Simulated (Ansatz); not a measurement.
Pt:
```xyz
2
Lattice="0.0000 2.8874 2.8874 2.8874 0.0000 2.8874 2.8874 2.8874 0.0000" Properties=species:S:1:pos:R:3 pbc="T T T"
Pt     0.0000     0.0000     0.0000
Pt     1.4437     1.4437     1.4437
```

Relaxed with PBE. Special points in fractions of this cell's reciprocal vectors: Γ (0.000, 0.000, 0.000); X (0.500, 0.000, 0.500); U (0.625, 0.250, 0.625); K (0.375, 0.375, 0.750); L (0.500, 0.500, 0.500); W (0.500, 0.250, 0.750).

**Question.** List the band energies nearest the Fermi level at these points for PBE in the plane-wave PAW code Ansatz.

**Answer.** In eV from the Fermi level; about four levels below and three above (degenerate sets whole), none deeper than 8.9 eV; … stands for higher levels left out; points with the same levels are listed once.

```csv
k,below,above
Γ,-1.84 -1.84 -1.84 -0.10 -0.10,10.41 …
X,-2.45 -2.45 -0.16 -0.16,1.27 1.27 …
U,-2.75 -2.63 -2.47 -0.03,0.19 0.79 1.09
L,-1.37 -1.37 -1.30 -0.41 -0.41,0.73 …
W,-3.01 -3.01 -2.73 -2.73,0.19 0.19 1.09 1.09
```

Space group Fd-3m (diamond). The start of the workflow was typed in or built on a structure type; neither database checked (COD, Materials Project) lists it. It is not the phase usual at ambient conditions (space group No. 225). Symmetry was held in the PBE relaxation; its stability against distortions is not shown here. No spin polarisation was allowed. Scalar-relativistic: spin–orbit coupling is off unless named, which matters more the heavier the elements.

Potentials: the earlier of the program's two PAW sets.
